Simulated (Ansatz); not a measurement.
The relaxation started from an entry of Materials Project.

A relaxed cell of CaSnF6 (Fm-3m (No. 225)), relaxed on a k-mesh at least as fine as the one used below. These are r2SCAN (plane waves to 500 eV, PAW, scalar-relativistic; Ansatz, a quantum-chemistry and plane-wave program) values and carry that method's errors. Γ-centred k-mesh 5×5×5 on the run's cell (coarser than for final values), Fermi–Dirac smearing 0.05 eV.

```yaml
crystal:
  lattice:
    - [0.00000, 4.21334, 4.21334]
    - [4.21334, 0.00000, 4.21334]
    - [4.21334, 4.21334, 0.00000]
  atoms:
    - { symbol: Ca, position: [0.00000, 0.00000, 0.00000] }
    - { symbol: Sn, position: [0.50000, 0.50000, 0.50000] }
    - { symbol: F, position: [0.73359, 0.73359, 0.26641] }
    - { symbol: F, position: [0.26641, 0.26641, 0.73359] }
    - { symbol: F, position: [0.26641, 0.73359, 0.73359] }
    - { symbol: F, position: [0.73359, 0.26641, 0.26641] }
    - { symbol: F, position: [0.73359, 0.26641, 0.73359] }
    - { symbol: F, position: [0.26641, 0.73359, 0.26641] }
```

The atoms are displaced by (Å):

| atom | ux | uy | uz |
|---|---|---|---|
| Ca1 | -0.042 | -0.082 | 0.019 |
| Sn2 | 0.022 | 0.000 | 0.011 |
| F3 | 0.170 | -0.012 | -0.111 |
| F4 | 0.007 | 0.101 | -0.018 |
| F5 | -0.055 | -0.101 | 0.068 |
| F6 | -0.151 | 0.032 | 0.009 |
| F7 | 0.039 | 0.047 | 0.006 |
| F8 | 0.098 | 0.090 | 0.032 |

Q: What forces (eV/Å) and pressure result?

A: 
```csv
atom,Fx,Fy,Fz
Ca1,-0.25,1.02,-0.33
Sn2,-2.77,1.89,-2.66
F3,-0.47,0.23,3.05
F4,-0.10,-0.09,0.64
F5,2.00,0.33,-0.45
F6,2.19,-0.02,0.04
F7,-0.09,-1.16,-0.01
F8,-0.51,-2.19,-0.29
```

Pressure +2.6 GPa.

Q: Estimate the energy cost of the displacement in the harmonic approximation and compare with the calculation.

A: For a harmonic well ΔE = −½ Σ F·u = 0.714 eV a cell, or 89 meV/atom. The calculated energy relative to the undisplaced cell is +0.089 eV/atom, so the harmonic estimate holds well.

No spin polarisation in the result.

The run that gave the undisplaced cell could not lose the symmetry of its start.
